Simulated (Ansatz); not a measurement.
This run works on a proposed trial structure, not on a known crystal.

Input and command of a plane-wave DFT calculation in Ansatz:

```yaml
crystal:
  lattice:
    - [4.8327962986, -1.8525585288, 0.0]
    - [4.8327962986, 1.8525585288, 0.0]
    - [-0.1554196725, 0.0, 10.0536014967]
  atoms:
    - { symbol: Ta, position: [0.8806977745, 0.8806977745, 0.0637761005] }
    - { symbol: Ta, position: [0.1193022255, 0.1193022255, 0.9362238995] }
    - { symbol: Al, position: [0.8686039511, 0.8686039511, 0.4403953777] }
    - { symbol: Al, position: [0.8092512752, 0.8092512752, 0.715359885] }
    - { symbol: Al, position: [0.1313960489, 0.1313960489, 0.5596046223] }
    - { symbol: Al, position: [0.1907487248, 0.1907487248, 0.284640115] }
    - { symbol: O, position: [0.3289020529, 0.3289020529, 0.0504765617] }
    - { symbol: O, position: [0.6710979471, 0.6710979471, 0.9495234383] }
    - { symbol: O, position: [0.3124448043, 0.3124448043, 0.4299264706] }
    - { symbol: O, position: [0.9514106774, 0.9514106774, 0.6098336293] }
    - { symbol: O, position: [0.2294895202, 0.2294895202, 0.7453314412] }
    - { symbol: O, position: [0.6875551957, 0.6875551957, 0.5700735294] }
    - { symbol: O, position: [0.0485893226, 0.0485893226, 0.3901663707] }
    - { symbol: O, position: [0.7705104798, 0.7705104798, 0.2546685588] }
    - { symbol: O, position: [0.074865101, 0.074865101, 0.1342344558] }
    - { symbol: O, position: [0.925134899, 0.925134899, 0.8657655442] }
basis:
  ecutwfc: 420
kpoints:
  mp_grid: { grid: [6, 6, 2] }
hamiltonian:
  xc: pbe
scf:
  occupations: { method: gaussian, width: 0.1 }
  lower_state_search: "off"
output:
  forces: true
  stress: true
  eigenvalues: true
relax:
  adjacent_minimum: "off"
  f_tol: 0.04
  max_steps: 70
  cell: { stress_tol: 0.4 }
```

```bash
ansatz run input.yaml --threads 1 --pin off --max-ram 2560MiB --backend cpu --events-out ev --progress --plain --runs-dir out
```

Processor: Intel(R) Xeon(R) Platinum 8259CL CPU @ 2.50GHz (Skylake/Cascade Lake), 1 thread, on a host shared with other jobs.

**Question.** Estimate time, memory and problem size.

**Answer.** About 2.7 min, peak memory 0.65 GiB. It solves 65 bands at 26 k points (after reduction by symmetry) with about 3525 plane waves (on the last cell), in 48 SCF iterations over 8 ionic steps.
